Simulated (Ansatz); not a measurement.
Fields on a plane of ZrN (rock salt)

```xyz
2
Lattice="0.0000 2.2764 2.2764 2.2764 0.0000 2.2764 2.2764 2.2764 0.0000" Properties=species:S:1:pos:R:3 pbc="T T T"
N      0.0000     0.0000     0.0000
Zr     2.2764     2.2764     2.2764
```

The slice is a {111} plane (indices of the conventional cell) through the point (0.500, 0.500, 0.500) (fractional), spanned by u = [100] and v = [-1 2 0] in vectors of this cell: u (3.22 Å) and v (5.58 Å, at 90° to u). It covers one period; positions are fractions (u, v).

Atoms on it: Zr at (0.00, 0.00); Zr at (0.50, 0.50).

Level of theory: PBEsol (plane waves to 420 eV, PAW, scalar-relativistic; Ansatz, a quantum-chemistry and plane-wave program). k mesh 18×18×18. These are valence fields of a PAW run, semicore shells included where kept as valence: close to a nucleus they are smooth pseudo fields. The PAW data are Ansatz's earlier set. ZrN is run without spin polarisation. ZrN was relaxed with its symmetry unable to fall.

```
|@@@@%%++::      ::++%%@@|
|@@%%##==..      ..==##%%|
|**++--..          ..--++|
|::....              ....|
|                        |
|        ....::....      |
|      ..--++**++--..    |
|    ..==##%%@@%%##==..  |
|    ::++%%@@@@@@%%++::  |
|    ::**@@@@@@@@@@**::  |
|    ::++%%@@@@@@%%++::  |
|    ..==##%%@@%%##==..  |
|      ..--++**++--..    |
|        ....::....      |
|                        |
|::....              ....|
|**++--..          ..--++|
|@@%%##==..      ..==##%%|
|@@@@%%++::      ::++%%@@|
|@@@@@@**::      ::**@@@@|
```
Scale: ten equal steps from -0.76 (start of ' ') to 0.63 (end of '@'), in the order ' .:-=+*#%@'. Values: log₁₀ of the valence density in e/Å³. The map has 12 points along u (two characters each, u = 0 at the left) and 20 along v (v = 0 in the bottom row). The scale is logarithmic, as a density can span decades between atoms and voids.

```
|xxxxxxxx  **%%**  xxxxxx|
|xxxxxxxx::##@@##::xxxxxx|
|xxxxxx  **@@@@@@**  xxxx|
|    --**%%@@@@@@%%**--  |
|**##########**##########|
|@@@@%%**--      --**%%@@|
|@@@@**  xxxxxxxxxx  **@@|
|@@##::xxxxxxxxxxxxxx::##|
|%%**  xxxxxxxxxxxxxx  **|
|##++  xxxxxxxxxxxxxx  ++|
|%%**  xxxxxxxxxxxxxx  **|
|@@##::xxxxxxxxxxxxxx::##|
|@@@@**  xxxxxxxxxx  **@@|
|@@@@%%**--      --**%%@@|
|**##########**##########|
|    --**%%@@@@@@%%**--  |
|xxxxxx  **@@@@@@**  xxxx|
|xxxxxxxx::##@@##::xxxxxx|
|xxxxxxxx  **%%**  xxxxxx|
|xxxxxxxx  ++##++  xxxxxx|
```
Scale: ten equal steps from 3.00 (start of ' ') to 11.73 (end of '@'), in the order ' .:-=+*#%@'. Values: electrostatic potential energy of an electron, from the cell's mean, in eV. The map has 12 points along u (two characters each, u = 0 at the left) and 20 along v (v = 0 in the bottom row). Points within 1 Å of a nucleus are blanked (x), as the pseudised field means little there. Values under 3 eV are set to 3. The zero, the cell's mean, hangs on the PAW cores.
